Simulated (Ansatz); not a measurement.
Input and command of a calculation in Ansatz (plane waves; scalar-relativistic PAW potentials unless the input names others):

```yaml
crystal:
  lattice:
    - [3.1830776025, 0.0, 0.0]
    - [0.0, 3.1830776025, 0.0]
    - [0.0, 0.0, 25.7523272733]
  atoms:
    - { symbol: Hf, position: [0.5, 0.5, 0.330067256] }
    - { symbol: "N", position: [0.0, 0.0, 0.330067256] }
    - { symbol: Hf, position: [0.0, 0.0, 0.4174681241] }
    - { symbol: "N", position: [0.5, 0.5, 0.4174681241] }
    - { symbol: Hf, position: [0.5, 0.5, 0.5047187382] }
    - { symbol: "N", position: [0.0, 0.0, 0.5058135832] }
    - { symbol: Hf, position: [0.0, 0.0, 0.5887746983] }
    - { symbol: "N", position: [0.5, 0.5, 0.5949915594] }
    - { symbol: F, position: [1.0, 1.0, 0.6406504358] }
basis:
  ecutwfc: "350 eV"
kpoints:
  mp_grid: { grid: [9, 9, 1] }
hamiltonian:
  xc: r2scan
scf:
  occupations: { method: gaussian, width: 0.1 }
output:
  forces: true
  eigenvalues: true
  stress: true
efield:
  axis: 3
  dipole_correction: true
  ramp_width: 0.04
```

```bash
ansatz run input.yaml --threads 2 --pin off --max-ram 5120MiB --backend cpu --events-out ev --progress --plain --runs-dir out
```

Abridged log:
```
Warning: basis.ecutwfc = 350 eV is below the records' recommended 500 eV, and the density's cutoff is lower with it unless basis.ecutrho_ratio is high enough to keep the records' density cutoff: compare with a run at a higher cutoff
Pseudopotentials: kind: paw
Pseudopotential: Hf, paw, valence charge 26, recommended cutoff 500 eV (meta_gga)
Pseudopotential: N, paw, valence charge 5, recommended cutoff 500 eV (meta_gga)
Pseudopotential: F, paw, valence charge 7, recommended cutoff 500 eV (meta_gga)
Functional definition: r2SCAN
Crystal: 9 atoms, lattice volume = 260.922 Å³
Basis set: ecut = 350 eV, 3827 PW (Γ), exchange–correlation on 80×80×640 points (64 copies of the dense FFT grid, shifted against one another)
Bands: 79, of which v1, the nominal top of the filled ones, is band 66 counted from 1 (65 counted from 0)
Symmetry: 8 space group operations
Space group: P4mm (ITA 99), of the structure as read, at distance tolerance 6.4e-5 Å
k-points: 15 of 81
Initial density: superposition of atomic densities (neutral atoms: chi_scale 0, normalization atom), corrected by the library's trained network
Initial wavefunctions: pseudopotential atomic-orbital guess
Functional: x = r2scan, c = r2scan; τ floored in thin density (d = 2e-4 eV/Å³)
SCF iter   1: F=—  HF=-65287.206025 eV  |F-HF|=—  |Δ(HF+E_count)|=         —  Δρ=7.30e-2  dr2=1.57e2  dr2_τ=1.68e0  ethr=1.77e-3  p=-0.613 e·Å  D=-4.25e-1 V/Å  ΔV_dip=10.94 eV  dr2_dipole=6.49e1  V_vac-E_F(+/−)=12.94/2.00 eV  ⟨swp⟩=7.6  Hψ=5926  notcnv=0  defer=6
efield: sawtooth ramp at fractional position 0.9654 (placed from the atoms, in the widest stretch of the axis that holds none; the zero of the levels goes with the place), width 0.0400; the density the first Hamiltonian is built on has a dipole p = -0.613 e·Å; the dipole correction subtracts the counter field D = -4.25e-1 V/Å, which shifts the + side's vacuum level by +10.94 eV against the − side's; the planar-averaged density in the ramp window peaks in size at 4.4e-5 e/Å³
SCF iter   2: F=—  HF=-65283.086329 eV  |F-HF|=—  |Δ(HF+E_count)|=    4.12e0  Δρ=4.25e-2  dr2=1.53e1  dr2_τ=1.32e0  ethr=1.77e-3  p=-0.226 e·Å  D=-1.57e-1 V/Å  ΔV_dip=4.04 eV  dr2_dipole=6.88e0  V_vac-E_F(+/−)=6.06/2.02 eV  ⟨swp⟩=3.5  Hψ=3092  notcnv=0  defer=104
SCF iter   3: F=—  HF=-65282.207324 eV  |F-HF|=—  |Δ(HF+E_count)|=   8.79e-1  Δρ=1.58e-2  dr2=1.99e0  dr2_τ=1.13e-1  ethr=1.77e-3  p=0.093 e·Å  D=6.44e-2 V/Å  ΔV_dip=-1.66 eV  dr2_dipole=8.79e-1  V_vac-E_F(+/−)=1.52/3.18 eV  ⟨swp⟩=7.3  Hψ=3343  notcnv=0  defer=102
SCF iter   4: F=—  HF=-65282.005446 eV  |F-HF|=—  |Δ(HF+E_count)|=   2.02e-1  Δρ=6.43e-3  dr2=1.67e-1  dr2_τ=2.27e-2  ethr=1.52e-3  p=-0.003 e·Å  D=-1.81e-3 V/Å  ΔV_dip=0.05 eV  dr2_dipole=2.56e-3  V_vac-E_F(+/−)=2.86/2.82 eV  ⟨swp⟩=6.4  Hψ=2874  notcnv=0  defer=80
SCF iter   5: F=—  HF=-65281.971965 eV  |F-HF|=—  |Δ(HF+E_count)|=   3.35e-2  Δρ=1.94e-3  dr2=6.60e-2  dr2_τ=1.69e-3  ethr=1.28e-4  p=0.001 e·Å  D=5.75e-4 V/Å  ΔV_dip=-0.01 eV  dr2_dipole=3.36e-2  V_vac-E_F(+/−)=2.89/2.90 eV  ⟨swp⟩=2.1  Hψ=2287  notcnv=0  defer=83
SCF iter   6: F=—  HF=-65281.970744 eV  |F-HF|=—  |Δ(HF+E_count)|=   1.22e-3  Δρ=9.84e-4  dr2=5.51e-3  dr2_τ=1.91e-4  ethr=5.04e-5  p=-0.004 e·Å  D=-2.92e-3 V/Å  ΔV_dip=0.08 eV  dr2_dipole=1.66e-3  V_vac-E_F(+/−)=2.94/2.86 eV  ⟨swp⟩=2.3  Hψ=1330  notcnv=0  defer=83
SCF iter   7: F=—  HF=-65281.971135 eV  |F-HF|=—  |Δ(HF+E_count)|=   3.91e-4  Δρ=5.30e-4  dr2=1.33e-3  dr2_τ=1.23e-4  ethr=4.21e-6  p=-0.007 e·Å  D=-4.90e-3 V/Å  ΔV_dip=0.13 eV  dr2_dipole=1.50e-4  V_vac-E_F(+/−)=2.98/2.85 eV  ⟨swp⟩=3.1  Hψ=2522  notcnv=0  defer=83
SCF iter   8: F=—  HF=-65281.970944 eV  |F-HF|=—  |Δ(HF+E_count)|=   1.91e-4  Δρ=1.81e-4  dr2=4.74e-4  dr2_τ=5.42e-6  ethr=1.01e-6  p=-0.006 e·Å  D=-4.07e-3 V/Å  ΔV_dip=0.10 eV  dr2_dipole=1.37e-4  V_vac-E_F(+/−)=2.96/2.85 eV  ⟨swp⟩=2.1  Hψ=1910  notcnv=0  defer=83
SCF iter   9: F=—  HF=-65281.970921 eV  |F-HF|=—  |Δ(HF+E_count)|=   2.31e-5  Δρ=6.67e-5  dr2=5.80e-5  dr2_τ=5.94e-7  ethr=3.62e-7  p=-0.005 e·Å  D=-3.57e-3 V/Å  ΔV_dip=0.09 eV  dr2_dipole=5.96e-6  V_vac-E_F(+/−)=2.95/2.86 eV  ⟨swp⟩=2.0  Hψ=1182  notcnv=0  defer=83
SCF iter  10: F=—  HF=-65281.970907 eV  |F-HF|=—  |Δ(HF+E_count)|=   1.39e-5  Δρ=1.92e-5  dr2=5.35e-6  dr2_τ=1.09e-7  ethr=4.42e-8  p=-0.005 e·Å  D=-3.33e-3 V/Å  ΔV_dip=0.09 eV  dr2_dipole=1.54e-6  V_vac-E_F(+/−)=2.94/2.86 eV  ⟨swp⟩=2.1  Hψ=1668  notcnv=0  defer=83
SCF iter  11: F=—  HF=-65281.970908 eV  |F-HF|=—  |Δ(HF+E_count)|=   1.15e-6  Δρ=1.11e-5  dr2=2.99e-6  dr2_τ=2.48e-8  ethr=4.09e-9  p=-0.005 e·Å  D=-3.34e-3 V/Å  ΔV_dip=0.09 eV  dr2_dipole=9.06e-7  V_vac-E_F(+/−)=2.94/2.86 eV  ⟨swp⟩=2.3  Hψ=1735  notcnv=0  defer=83
SCF iter  12: F=—  HF=-65281.970908 eV  |F-HF|=—  |Δ(HF+E_count)|=   1.67e-7  Δρ=3.95e-6  dr2=2.63e-7  dr2_τ=5.63e-9  ethr=2.28e-9  p=-0.005 e·Å  D=-3.33e-3 V/Å  ΔV_dip=0.09 eV  dr2_dipole=8.19e-8  V_vac-E_F(+/−)=2.94/2.86 eV  ⟨swp⟩=1.8  Hψ=1114  notcnv=0  defer=83
SCF iter  13: F=-65281.970908 eV  HF=-65281.970908 eV  |F-HF|=9.09e-8  |Δ(HF+E_count)|=   5.00e-8  Δρ=1.84e-6  dr2=2.55e-8  dr2_τ=8.95e-10  ethr=7.63e-11  p=-0.005 e·Å  D=-3.33e-3 V/Å  ΔV_dip=0.09 eV  dr2_dipole=2.56e-9  V_vac-E_F(+/−)=2.94/2.86 eV  ⟨swp⟩=23.1  Hψ=8182  notcnv=0
SCF 1 converged in 13 iterations: F = -65281.970908 eV  dr2 = 2.55e-8
SCF converged after 13 iterations
Free energy (F): -65281.970908 eV
Harris-Foulkes:  -65281.970908 eV  (|F-HF|=9.09e-8)
Internal energy: -65281.957045 eV  (E = F + TS)
E sigma→0 (E₀):  -65281.963976 eV
Entropy (-TS):   -0.013863 eV (-1.540 meV/atom)
Fermi energy:    6.888994 eV
Dipole field:    D = -0.003393 V/Å  (p = -0.004893 e·Å, saw-weighted, corrected)
Work function:   Φ+ = 2.9441 eV   Φ− = 2.8566 eV
Levels:          The Fermi level and band energies are counted from a zero that moves with the ramp; work functions are not
--- Forces (eV/Å), atoms counted from 1 ---
  atom   1  Hf     0.00000000     0.00000000     1.61893011
  atom   2  N      0.00000000     0.00000000    -1.12086745
  atom   3  Hf     0.00000000     0.00000000     0.29813113
  atom   4  N      0.00000000     0.00000000    -1.13120442
  atom   5  Hf     0.00000000     0.00000000    -1.21624713
  atom   6  N      0.00000000     0.00000000    -3.25718930
  atom   7  Hf     0.00000000     0.00000000   -68.72731755
  atom   8  N      0.00000000     0.00000000    -3.17228376
  atom   9  F      0.00000000     0.00000000    76.70791741
--- Stress (GPa, compression-positive) ---
        0.539081       0.000000       0.000000
        0.000000       0.539081       0.000000
        0.000000       0.000000      68.743386
  P = ⅓ Tr σ = 23.2738 GPa (232.738 kbar)
```

Apart from outputs and empty bands, the input differs from a reference run on usual settings in basis.ecutwfc: 420 → "350 eV"; hamiltonian.xc: "pbesol" → "r2scan". The reference, at the same geometry (not necessarily relaxed), gave pressure 21.41 GPa (averaged over a cell that holds vacuum), largest force 74.941 eV/Å, no gap on the mesh. This run converged in 13 SCF iterations (reference: 16) with a total energy on another zero, pressure 23.27 GPa (averaged over a cell that holds vacuum), largest force 76.708 eV/Å, no gap on the mesh. Its cutoff is looser than usual. The Hamiltonian differs as well, so the change in the result can't be put down to that alone.

Time: 31 s on 2 threads of Arm Neoverse V2 (shared host), peak memory 0.69 GiB.